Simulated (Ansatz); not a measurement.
Consider the following.

YAs:
```yaml
crystal:
  lattice:
    - [0.00000, 2.87391, 2.87391]
    - [2.87391, 0.00000, 2.87391]
    - [2.87391, 2.87391, 0.00000]
  atoms:
    - { symbol: Y, position: [0.50000, 0.50000, 0.50000] }
    - { symbol: As, position: [0.00000, 0.00000, 0.00000] }
```

This is the PBEsol-relaxed structure.

All from PBEsol (plane waves, PAW; program Ansatz), unless another level is named. Give the electronic character.

metallic (no gap).

Next, the density of states at the Fermi level?

0.11 states/eV per atom (mean over ±0.08 eV).

Predict the formation energy from the elements (no fitted shifts).

-1.59 eV/atom.

And the gap with spin–orbit coupling?

none (metallic).

Space group Fm-3m (rock salt). The workflow started from an entry of the Crystallography Open Database (COD). Whether it is the stable phase at ambient conditions was not checked. The cell was relaxed with PBEsol under the symmetry of its start; its stability against distortions is not shown here. The run is not spin-polarised. The references are the lowest solids computed at this level, not always the standard phases. Spin–orbit coupling is left out wherever it is not named.

Potentials: the later of the program's two PAW sets.
